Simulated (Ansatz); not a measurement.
The computed numbers are results of PBE+U (U_eff = 6 eV on Yb 4f), scalar-relativistic (collinear spin) in the plane-wave PAW code Ansatz at 420 eV, 8×8×8 k-mesh, Gaussian smearing of 0.05 eV. The datasets are Ansatz's generated set soft_2.

The calculation on YbX, where X is one element, gave:

```yaml
Space_group: Pm-3m (No. 221)
Conventional_cell: a = 3.978 Å, b = 3.978 Å, c = 3.978 Å, α = 90.00°, β = 90.00°, γ = 90.00°
Volume: 31.48 Å³/atom
Band_gap: zero (metallic)
Density_of_states_at_the_Fermi_level: 0.74 states/(eV·atom)
Magnetic_state: non-magnetic
Site_spin_moments: none
Bader_charges: Yb 1.17; X -1.17 e
f_electrons_orthogonalised_atomic_orbitals: Yb 13.97
Bulk_modulus_Birch–Murnaghan: 38 GPa
Pressure_derivative_B0′: 4.2
```

Sites: Yb on 1a, X on 1b.

Question: Which element is X?
A. Bi
B. At
C. Tl
D. Pb

Answer: A. X is Bi, so the compound is YbBi.

This is a trial structure: such lanthanide and actinide compounds mostly take the rock-salt structure.

No spin–orbit coupling, a notable omission for heavy elements. The run wasn't fully tested for a lower electronic state. The run holds 1.0 f electrons more on Yb than the trivalent ion has, so it is divalent here. In such compounds it is trivalent as a rule, so this state is likely an artefact, and the extra f charge swells the ion.
